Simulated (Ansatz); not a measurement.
Cs$_{3}$Sb:
```
Cs3Sb
1.0
    0.00000     4.60972     4.60972
    4.60972     0.00000     4.60972
    4.60972     4.60972     0.00000
Cs Sb
3 1
Cartesian
  6.91458   6.91458   6.91458
  2.30486   2.30486   2.30486
  4.60972   4.60972   4.60972
  0.00000   0.00000   0.00000
```

Relaxed with r²SCAN.

Question: Give the Bader charges and basin volumes of the independent atoms, r²SCAN (plane waves, PAW; program Ansatz).

Answer: 

| atom | Bader charge (e) | Bader volume (Å³) |
|---|---|---|
| Cs1 | +0.62 | 41.2 |
| Cs3 | +0.68 | 42.0 |
| Sb4 | -1.93 | 71.3 |

Space group Fm-3m. The first step of the workflow began from a Materials Project structure, measured or hypothetical; the Crystallography Open Database copy checked does not list it. Its standing as an ambient phase is unchecked. The r²SCAN relaxation kept the symmetry of its start; whether a distortion lowers the energy is not shown. Spin–orbit coupling is left out wherever it is not named.

Potentials: the later of the program's two PAW sets.
